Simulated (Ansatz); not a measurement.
# Two-dimensional strain map in Sn

The calculation used Ansatz, DFT PBE, scalar-relativistic, plane waves, PAW. The runs took a 420 eV cutoff, a Γ-centred 12×12×12 mesh and Gaussian smearing (0.15 eV). No spin polarisation. Energies are free energies at this smearing, counted from the undisturbed cell; pressure is positive in compression.

The undisturbed cell (as given, not relaxed at this level; it stands at 3.2 GPa):

```
CELL_PARAMETERS angstrom
0.00000 3.24560 3.24560
3.24560 0.00000 3.24560
3.24560 3.24560 0.00000
ATOMIC_POSITIONS crystal
Sn 0.50000 0.50000 0.50000
Sn 0.75000 0.75000 0.75000
```

The cell is strained by p along both x and y and by q along z, fractional coordinates fixed. Points are written (p, q).

Energy above the undisturbed cell in meV/atom (a dash: not computed):

| p \ q | -0.030 | -0.015 | 0.000 | 0.015 | 0.030 |
| --- | --- | --- | --- | --- | --- |
| -0.030 | 108.6 | 84.0 | 63.5 | 47.0 | 34.4 |
| -0.015 | 61.8 | 41.9 | 25.9 | 13.6 | 4.8 |
| 0.000 | 27.5 | 12.0 | 0.0 | -8.6 | -14.1 |
| 0.015 | 4.5 | -7.2 | -15.6 | -20.9 | -23.3 |
| 0.030 | -8.6 | -16.7 | -22.0 | -24.4 | -24.1 |

Pressure in GPa:

| p \ q | -0.030 | -0.015 | 0.000 | 0.015 | 0.030 |
| --- | --- | --- | --- | --- | --- |
| -0.030 | 8.9 | 7.8 | 6.7 | 5.8 | 4.9 |
| -0.015 | 6.7 | 5.8 | 4.9 | 4.0 | 3.2 |
| 0.000 | 4.9 | 4.0 | 3.2 | 2.5 | 1.8 |
| 0.015 | 3.2 | 2.5 | 1.8 | 1.2 | 0.6 |
| 0.030 | 1.8 | 1.2 | 0.6 | 0.0 | -0.5 |

Gap on the k-mesh in eV:

| p \ q | -0.030 | -0.015 | 0.000 | 0.015 | 0.030 |
| --- | --- | --- | --- | --- | --- |
| -0.030 | 0.00 | 0.00 | 0.00 | 0.00 | 0.00 |
| -0.015 | 0.06 | 0.00 | 0.00 | 0.00 | 0.00 |
| 0.000 | 0.00 | 0.00 | 0.00 | 0.00 | 0.00 |
| 0.015 | 0.00 | 0.00 | 0.00 | 0.00 | 0.00 |
| 0.030 | 0.00 | 0.00 | 0.00 | 0.00 | 0.00 |